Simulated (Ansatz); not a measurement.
LaFeAsO: changing spin-orbit coupling

```xyz
8
Lattice="4.0353 0.0000 0.0000 0.0000 4.0353 0.0000 0.0000 0.0000 8.7409" Properties=species:S:1:pos:R:3 pbc="T T T"
La    0.0000    2.0177    7.5037
La    2.0177    0.0000    1.2372
As    0.0000    2.0177    3.0488
As    2.0177    0.0000    5.6921
Fe    2.0177    2.0177    4.3704
Fe    0.0000    0.0000    4.3704
O     2.0177    2.0177    0.0000
O     0.0000    0.0000    0.0000
```

The cell comes from a database or a generator and needn't be the form met in nature.

Kept alike: task band structure; functional PBEsol; k mesh 7 × 7 × 3; occupations fermi-dirac, width 0.05 eV. Program: Ansatz, Ansatz PAW, cutoff 420 eV. The mesh is that of the run's cell of 8 atoms.

```csv
spin-orbit coupling,pressure (GPa)
off,-5.36
on,-8.22
```

Pressure is positive in compression, with a Pulay correction for the finite cutoff. For a metal such a mesh leaves the last digits unconverged. The runs hold the magnetic state that their start led to, which needn't be the lowest. All rows use potentials made for PBE.

**Question.** What does spin-orbit coupling change here?

**Answer.** The pressure runs from -8.22 (on) to -5.36 GPa (off).
